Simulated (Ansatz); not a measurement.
Input:

Starting cell, Au (fcc, Cu type):

```xyz
4
Lattice="4.0834 0.0000 0.0000 0.0000 4.0834 0.0000 0.0000 0.0000 4.0834" Properties=species:S:1:pos:R:3 pbc="T T T"
Au     0.0000     0.0000     0.0000
Au     2.0417     2.0417     0.0000
Au     2.0417     0.0000     2.0417
Au     0.0000     2.0417     2.0417
```

In each cell atom 3 (Au, nearest neighbour Au at 2.887 Å; its periodic images, 4.1 Å or more away, move with it) moves by s·(-0.707, -0.707, 0.000) (towards the nearest neighbour), the rest being held.

These are PBEsol (plane waves to 420 eV, PAW, scalar-relativistic; Ansatz, a program for electronic structure) values and carry that method's errors. k mesh 9×9×9 (Γ-centred), Fermi-Dirac smearing 0.05 eV. Energies are smeared free energies. With partly filled bands, energies and forces of such displacements shift with the k mesh and the smearing. Au was relaxed with its symmetry unable to fall. Spin-orbit coupling is left out, though Au is heavy. The zero of ΔE is the undisplaced structure.

The scan covers s from -0.580 to 0.580 Å in 11 points.

Is this a single well or a double well?

A single well with its minimum at or next to zero displacement.

Is the energy the same for equal positive and negative displacements?

Even: the same for both signs. With its periodic images moving along, the atom's site symmetry in this cell is m-3m.

What is the energy change at s = 0.580 Å?

1621 meV/cell.

What is the force constant k = d²E/ds² of this move at s = 0?

6.64 eV/Å².

(A displaced cell: forces are minus the slopes of the energy, force constants its curvatures, and phonons follow from these.)
